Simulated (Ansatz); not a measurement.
# PSi₃₁, first-principles data

PSi$_{31}$:
```cif
data_P2Si62
_chemical_formula_sum 'P2 Si62'
_space_group_name_H-M_alt 'I-43m'
_space_group_IT_number 217
_space_group_name_Hall 'I -4 2 3'
_cell_length_a 10.91010
_cell_length_b 10.91010
_cell_length_c 10.91010
_cell_angle_alpha 90.000
_cell_angle_beta 90.000
_cell_angle_gamma 90.000
loop_
_atom_site_label
_atom_site_type_symbol
_atom_site_symmetry_multiplicity
_atom_site_Wyckoff_symbol
_atom_site_fract_x
_atom_site_fract_y
_atom_site_fract_z
_atom_site_occupancy
P1 P 2 a 0.00000 0.00000 0.00000 1
Si1 Si 6 b 0.00000 0.00000 0.50000 1
Si2 Si 24 g 0.12460 0.37428 0.37428 1
Si3 Si 8 c 0.12459 0.12459 0.12459 1
Si4 Si 24 g 0.25056 0.25056 0.49837 1
```
(The calculation used a cell of 32 atoms; values per cell refer to that cell.)

Space group I-43m (No. 217); conventional cell a = b = c = 10.9101 Å, α = β = γ = 90.00°.

Method: the program Ansatz at the PBE level (PAW). Geometry: relaxed at this level of theory. Other levels are named where they apply.

### Cell and energy

```yaml
volume_per_atom: 20.29 Å³
density: 2.31 g/cm³
Formation energy from the elements (no fitted shifts): 0.007 eV/atom
```

### Electronic structure

```yaml
electronic_character: metallic (no gap)
Density of states at the Fermi level: 0.17 states/eV per atom (mean over ±0.08 eV)
```

### Mechanics

```yaml
Bulk modulus (Birch–Murnaghan fit): 88.9 GPa
Pressure derivative B′: 4.4
Elastic constants (relaxed ions, GPa): C11 = 137, C12 = 65.5, C44 = 58.3
mechanical_stability: stable (all eigenvalues of C positive)
hill_bulk_and_shear_moduli: 89.2 and 47.8 GPa
Young's modulus: 122 GPa
Poisson's ratio: 0.27
debye_temperature_from_the_elastic_constants: 553 K
```

### Charges

```yaml
bader_charges: P -1.40, Si 0.00 to +0.26 e
```

The start of the workflow was typed in or built on a structure type; neither database checked (COD, Materials Project) lists it. Its standing as an ambient phase is unchecked. Symmetry was held in the PBE relaxation; whether a distortion lowers the energy is not shown. As this level gives no gap, shear constants depend on the k-mesh and smearing (Fermi–Dirac, 0.1 eV here). The references are the lowest solids computed at this level, not always the standard phases.

Potentials: the later of the program's two PAW sets.
